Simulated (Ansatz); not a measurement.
## Phonon dispersion of Be2ZnSO3

Level of theory: Ansatz, DFT PBE, scalar-relativistic, plane waves, PAW. Plane waves to 420 eV; Γ-centred k mesh 6×6×4; fixed occupations. No spin polarisation. Phonons by linear response, acoustic sum rule imposed.

Relaxed structure:
```
Be Zn S O
1.0
     2.64421   -3.35032   -0.02592
     2.64421    3.35032   -0.02592
    -1.36785    0.00000    5.54094
Be Zn S O
2 1 1 3
Direct
  0.41718 0.01129 0.54768
  0.01129 0.41718 0.54768
  0.66083 0.66083 0.88050
  0.78062 0.78062 0.28949
  0.72716 0.28848 0.67511
  0.28848 0.72716 0.67511
  0.11444 0.11444 0.38441
```

The structure comes from a proposed guess, relaxed at this level; another structure or a mixture of phases may lie lower. The q mesh is coarse, so values between its points are rough.

Force constants from linear response on a 2×2×1 q mesh.

Problem. Is the structure dynamically stable on the q mesh?

Solution. Yes, on this mesh: no mode is imaginary. Between the mesh points the interpolation dips to 45i cm⁻¹.

Problem. Give the frequencies (cm⁻¹) at the zone-boundary points of high symmetry (interpolated where a point lies off the q mesh).

Solution.
| point | q | frequencies |
| --- | --- | --- |
| Y | -0.500 0.500 0.000 | 69 75 114 162 164 203 241 253 296 302 377 418 419 554 588 641 718 772 900 969 991 |
| M | -0.500 0.500 0.500 | 60 81 89 129 150 202 253 269 298 308 364 423 429 553 595 631 711 776 898 969 992 |
| A | 0.000 0.000 0.500 | 45i 66 76 151 163 175 197 277 296 351 382 403 478 519 584 625 706 846 901 945 976 |
| L2 | -0.500 0.000 0.500 | 33 82 126 145 163 212 250 267 300 377 413 442 468 494 559 621 710 779 826 1007 1021 |
| V2 | -0.500 0.000 0.000 | 28 90 132 150 166 210 249 274 313 354 407 440 468 491 563 610 709 779 831 1014 1034 |
